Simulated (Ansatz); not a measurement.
This run works on a generated trial structure, not on a known crystal.

Input and command of a plane-wave DFT calculation in Ansatz:

```yaml
crystal:
  lattice:
    - [3.25757095, 0.0, 0.0]
    - [0.0, 4.60690102, 0.0]
    - [0.0, 0.0, 9.77271285]
  atoms:
    - { symbol: Al, position: [0.5, 0.5, 0.0] }
    - { symbol: V, position: [0.0, 0.0, 0.83333333], spin: -2.0 }
    - { symbol: V, position: [0.0, 0.0, 0.16666667], spin: 2.0 }
    - { symbol: V, position: [0.5, 0.5, 0.33333333], spin: 2.0 }
    - { symbol: V, position: [0.0, 0.0, 0.5], spin: -2.0 }
    - { symbol: V, position: [0.5, 0.5, 0.66666667], spin: -2.0 }
    - { symbol: "N", position: [0.0, 0.5, 0.83333333] }
    - { symbol: "N", position: [0.5, 0.0, 0.0] }
    - { symbol: "N", position: [0.0, 0.5, 0.16666667] }
    - { symbol: "N", position: [0.5, 0.0, 0.33333333] }
    - { symbol: "N", position: [0.0, 0.5, 0.5] }
    - { symbol: "N", position: [0.5, 0.0, 0.66666667] }
basis:
  ecutwfc: 420
kpoints:
  mp_grid: { grid: [6, 4, 2] }
hamiltonian:
  xc: pbe
scf:
  occupations: { method: gaussian, width: 0.1 }
  lower_state_search: "off"
output:
  forces: true
  stress: true
  eigenvalues: true
  populations: true
magnetization:
  spin_polarized: true
relax:
  adjacent_minimum: "off"
  f_tol: 0.04
  max_steps: 70
  cell: { stress_tol: 0.4 }
```

```bash
ansatz run input.yaml --threads 4 --pin off --max-ram 8192MiB --backend cpu --events-out ev --progress --plain --runs-dir out
```

Processor: Arm Neoverse V2, 4 threads, on a host shared with other jobs.

Task: How long does it run, and how much memory does it take?

Result: About 8.3 min, peak memory 1.6 GiB. It solves 66 bands at 24 k points (after reduction by symmetry) with about 2041 plane waves (on the last cell), in 390 SCF iterations over 11 ionic steps.
